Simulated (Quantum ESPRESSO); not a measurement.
pw.x input (Quantum ESPRESSO 7.5; PBEsol, PseudoDojo standard norm-conserving files, scalar-relativistic):

```
&CONTROL
  calculation = 'scf'
  pseudo_dir = './pseudo'
  outdir = './out'
  tprnfor = .true.
  tstress = .true.
/
&SYSTEM
  ibrav = 0
  nat = 10
  ntyp = 4
  ecutwfc = 84.0
  ecutrho = 336.0
  occupations = 'smearing'
  smearing = 'fd'
  degauss = 0.002
  nbnd = 44
/
&ELECTRONS
  conv_thr = 1e-09
/
ATOMIC_SPECIES
F 18.9984 F.upf
Cl 35.4500 Cl.upf
I 126.9045 I.upf
Cs 132.9055 Cs.upf
CELL_PARAMETERS angstrom
  0.000000000000   5.335790000000   5.335790000000
  5.335790000000   0.000000000000   5.335790000000
  5.335790000000   5.335790000000   0.000000000000
ATOMIC_POSITIONS crystal
F   0.500000000000   0.500000000000   0.500000000000
Cl   0.240250000000   0.759750000000   0.759750000000
Cl   0.759750000000   0.240250000000   0.240250000000
Cl   0.759750000000   0.240250000000   0.759750000000
Cl   0.240250000000   0.759750000000   0.240250000000
Cl   0.759750000000   0.759750000000   0.240250000000
Cl   0.240250000000   0.240250000000   0.759750000000
I   0.000000000000   0.000000000000   0.000000000000
Cs   0.250000000000   0.250000000000   0.250000000000
Cs   0.750000000000   0.750000000000   0.750000000000
K_POINTS automatic
4 4 4 0 0 0
```

End of the output:

```
     total energy              =    -365.37405274 Ry
     estimated scf accuracy    <       0.00000002 Ry
     total energy              =    -365.37405277 Ry
     estimated scf accuracy    <       0.00000005 Ry
     total energy              =    -365.37405277 Ry
     estimated scf accuracy    <          5.7E-09 Ry
[...]
     the Fermi energy is     3.5156 ev
!    total energy              =    -365.37405277 Ry
     estimated scf accuracy    <          1.9E-11 Ry
     smearing contrib. (-TS)   =      -0.00000000 Ry
     internal energy E=F+TS    =    -365.37405277 Ry
     The total energy is F=E-TS. E is the sum of the following terms:
     one-electron contribution =     -78.47322026 Ry
     hartree contribution      =      70.46160070 Ry
     xc contribution           =     -99.06531842 Ry
     ewald contribution        =    -258.29711478 Ry
     convergence has been achieved in  16 iterations
     Forces acting on atoms (cartesian axes, Ry/au):
     atom    1 type  1   force =     0.00000000   -0.00000000    0.00000000
     atom    2 type  2   force =     0.00387510    0.00000000    0.00000000
     atom    3 type  2   force =    -0.00387510    0.00000000   -0.00000000
     atom    4 type  2   force =    -0.00000000    0.00387510    0.00000000
     atom    5 type  2   force =     0.00000000   -0.00387510   -0.00000000
     atom    6 type  2   force =     0.00000000    0.00000000    0.00387510
     atom    7 type  2   force =    -0.00000000    0.00000000   -0.00387510
     atom    8 type  3   force =    -0.00000000    0.00000000    0.00000000
     atom    9 type  4   force =     0.00000000    0.00000000    0.00000000
     atom   10 type  4   force =    -0.00000000    0.00000000   -0.00000000
     Total force =     0.009492     Total SCF correction =     0.000011
     Computing stress (Cartesian axis) and pressure
          total   stress  (Ry/bohr**3)                   (kbar)     P=      -16.02
  -0.00010887   0.00000000   0.00000000          -16.02        0.00        0.00
   0.00000000  -0.00010887   0.00000000            0.00      -16.02        0.00
   0.00000000   0.00000000  -0.00010887            0.00        0.00      -16.02
```
In a gapped system the printed Fermi energy is only some level inside the gap.

Spin-orbit coupling is not included.

Geometry of the Materials Project entry, not relaxed at this level.
